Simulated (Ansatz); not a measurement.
InAgTe2 (chalcopyrite)

```
CELL_PARAMETERS angstrom
     -3.21554     3.21554     6.38368
      3.21554    -3.21554     6.38368
      3.21554     3.21554    -6.38368
ATOMIC_POSITIONS crystal
  Ag 0.75000 0.25000 0.50000
  Ag 0.00000 0.00000 0.00000
  In 0.25000 0.75000 0.50000
  In 0.50000 0.50000 0.00000
  Te 0.11626 0.12500 0.49126
  Te 0.63374 0.62500 0.50874
  Te 0.37500 0.88374 0.00874
  Te 0.87500 0.36626 0.99126
```

E(V) scan at fixed shape, V₀ the volume above. The atoms relax within the cell's symmetry.

Computed with PBEsol (plane waves to 420 eV, PAW, scalar-relativistic; Ansatz, an electronic-structure program). k mesh 7×7×7 (Γ-centred), Fermi-Dirac smearing 0.05 eV. Compression counts positive. InAgTe2 was relaxed with its symmetry unable to fall. Spin-orbit coupling is left out, though Te is heavy.

At one point of the scan the stress tensor (GPa) is:

```
   1.47     0.00     0.00
   0.00     1.47     0.00
   0.00     0.00     1.47
```

Task: Which point is it?
A. V/V₀ = 0.990
B. V/V₀ = 0.970
C. V/V₀ = 0.940
D. V/V₀ = 0.980

Result: B, V/V₀ = 0.970

(A scan under strain: stresses follow from slopes of the energy per volume, elastic moduli from its curvatures.)
